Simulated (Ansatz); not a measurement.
HfSi (NiAs type, space group No. 194) under volume change, DFT-PBE in the program Ansatz with PAW potentials, shape and atoms relaxed at each volume.

```tsv
V (Å³/atom)	E − E(relaxed) (meV/atom)	P (GPa)
18.313	63.7	12.11
18.916	26.8	7.52
19.520	6.4	3.47
20.124	0.0	-0.01
20.728	5.8	-3.01
21.331	22.3	-5.67
21.935	48.1	-7.98
```

What does a third-order Birch–Murnaghan fit give for V₀, B₀ and B′?

V₀ = 20.12 Å³/atom, B₀ = 108 GPa, B′ = 3.6.

Space group P6_3/mmc (NiAs type). A made-up cell: these elements were put on the sites of a structure type; neither database checked (COD, Materials Project) lists it. COD files the formula under space group No. 62, so this cell is another polymorph or a model. Its standing as an ambient phase is unchecked. The cell was relaxed with PBE under the symmetry of its start; whether a distortion lowers the energy is not shown. No spin polarisation was allowed. Scalar-relativistic: spin–orbit coupling is off unless named, which matters more the heavier the elements.

Potentials: the later of the program's two PAW sets.
